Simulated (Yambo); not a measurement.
```
MoTe2
1.0
    3.49634     0.00000     0.00000
   -1.74817     3.02792     0.00000
    0.00000     0.00000    13.68955
Mo Te
2 4
Direct
  0.33333   0.66667   0.25000
  0.66667   0.33333   0.75000
  0.33333   0.66667   0.61722
  0.66667   0.33333   0.38278
  0.66667   0.33333   0.11722
  0.33333   0.66667   0.88278
```

MoTe$_{2}$ (space group P6_3/mmc, No. 194): mean Im ε in 1 eV windows above the direct gap of 1.22 eV, for different electron-hole kernels (Yambo, broadening 0.15 eV, PBE (Quantum ESPRESSO, PseudoDojo norm-conserving, 82 Ry, without SOC) bands; 6×6×2 mesh, 12 valence and 10 conduction bands, static screening with 104 bands and a 3 Ry block, scissor 0.19 eV, Tamm-Dancoff; field along x).

```
window (eV)  independent quasiparticles  RPA (no attraction)  BSE
-----------  --------------------------  -------------------  ---
1.2 to 2.2                           13                   11   15
2.2 to 3.2                           21                   20   24
3.2 to 4.2                           19                   19   19
```

This run doesn't resolve bound excitons or single peaks, so only averages are given, and they too depend on the mesh; weight that the attraction moves below the gap isn't listed. All transitions below 4.90 eV are in the band window. The scissor comes from a G0W0 run whose convergence isn't established.

Without spin-orbit coupling, band edges of such heavy elements can be off by tenths of an eV.

Bands and orbitals come from the standard potentials; the scissor and the G0W0 gaps come from a run at the same geometry on the stringent ones, which hold whole semicore shells in the valence.

Geometry relaxed with PBE+D3(BJ).
